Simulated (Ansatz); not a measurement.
## Two Ansatz runs on In3Bi

The structure comes from a relaxation in the same program, started in the ReO3 type, and has space group Pm-3m. Whether it is a known phase or the ground state wasn't checked.

First run: DFT, PBEsol, all-electron PAW with datasets made for the crystal, scalar-relativistic (Ansatz 0.2.0).

Command: `ansatz run input.yaml --threads 1 --pin off --max-ram 3072MiB --backend cpu --events-out ev --progress --plain --runs-dir out` The run took 43 s on 1 thread of Intel(R) Xeon(R) Platinum 8175M CPU @ 2.50GHz (Skylake/Cascade Lake), on a shared host, peak memory 0.82 GiB.

```yaml
crystal:
  lattice:
    - [6.0525189373, 0.0, 0.0]
    - [0.0, 6.0525189373, 0.0]
    - [0.0, 0.0, 6.0525189373]
  atoms:
    - { symbol: Bi, position: [0.0, 0.0, 0.0] }
    - { symbol: In, position: [0.5, 0.0, 0.0] }
    - { symbol: In, position: [0.0, 0.5, 0.0] }
    - { symbol: In, position: [0.0, 0.0, 0.5] }
kpoints:
  mp_grid: { grid: [7, 7, 7] }
  band_path:
    path:
      - [0.0, 0.0, 0.0]
      - [0.0, 0.5, 0.0]
      - [0.5, 0.5, 0.0]
      - [0.0, 0.0, 0.0]
      - [0.5, 0.5, 0.5]
      - [0.0, 0.5, 0.0]
      - [0.5, 0.5, 0.5]
      - [0.5, 0.5, 0.0]
    npoints: 8
scf:
  occupations: { method: fermi_dirac, width: 0.05 }
hamiltonian:
  xc: pbesol
  pseudopotentials: { kind: all_electron, datasets: crystal }
output:
  forces: true
  stress: true
  eigenvalues: true
  efg: { contact_densities: true }
```

Result: converged; pressure 0.01 GPa; no gap on the k mesh; 9 SCF iterations.

No spin–orbit coupling, which matters for the heavy atoms here.

The input is then changed:

```diff
@@ -23,5 +23,6 @@
     npoints: 8
 scf:
-  occupations: { method: fermi_dirac, width: 0.05 }
+  occupations: { method: methfessel_paxton, width: 0.01 }
+  mixing: { algorithm: msr1, beta: 0.05 }
 hamiltonian:
   xc: pbesol
@@ -32,3 +33,5 @@
   eigenvalues: true
   efg: { contact_densities: true }
+basis:
+  xc_grid: 2
```

(1) Predict the outcome of the changed run.

## Answers

(1) It converged; energy at zero smearing 0.0 meV/atom from the first run; pressure -0.01 GPa; no gap on the k mesh; 10 SCF iterations.
